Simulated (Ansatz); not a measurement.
Zone-centre phonons of SiTe$_{2}$ at 8.3 GPa: input and output

All numbers below come from Ansatz 0.2.0, DFT PBEsol, scalar-relativistic, plane waves, PAW.

Launched with:
```bash
ansatz run input.yaml --threads 1 --pin off --max-ram 1228MiB --backend cpu --events-out ev --progress --plain --runs-dir out
```

Input (bare energies are in eV):
```yaml
crystal:
  lattice:
    - [0.0, 3.284, 3.284]
    - [3.284, 0.0, 3.284]
    - [3.284, 3.284, 0.0]
  atoms:
    - { symbol: Si, position: [0.0, 0.0, 0.0] }
    - { symbol: Te, position: [0.25, 0.25, 0.25] }
    - { symbol: Te, position: [0.75, 0.75, 0.75] }
basis:
  ecutwfc: 420
kpoints:
  mp_grid: { grid: [12, 12, 12] }
hamiltonian:
  xc: pbesol
scf:
  occupations: { method: fermi_dirac, width: 0.15 }
output:
  eigenvalues: true
phonons:
  method: dfpt
  eigenvectors: true
```

The end of the output:
```
--- Phonons (Γ-DFPT): 2 representative perturbations + reference, on 163 of 1728 k-points (Σ response iterations 15) ---
  k mesh reduced under 8 symmetry operations, with k and −k counted as one. Each operation leaves every solved displacement unchanged or reverses it
  ASR residual: 6.897e-5 → 0.000e0 eV/Å²; symmetrization residual: 1.845e-5 eV/Å²
  ASR residual per site (eV/Å²): 3.90e-5 6.90e-5 6.90e-5
  Γ frequencies (cm⁻¹): 0.00 0.00 0.00 120.55 120.55 120.55 174.50 174.50 174.50
  non-analytic LO–TO correction: not included (Born effective charges unavailable; polar crystals: no LO–TO splitting at Γ)
```

The run took 3.8 min on 1 thread of Arm Neoverse N1 (shared host), peak memory 0.94 GiB.

The cell is the ideal cubic fluorite prototype; whether it is the stable structure of this composition wasn't checked. In a metal, frequencies and elastic constants depend on the k mesh and the smearing, soft modes and shear constants most.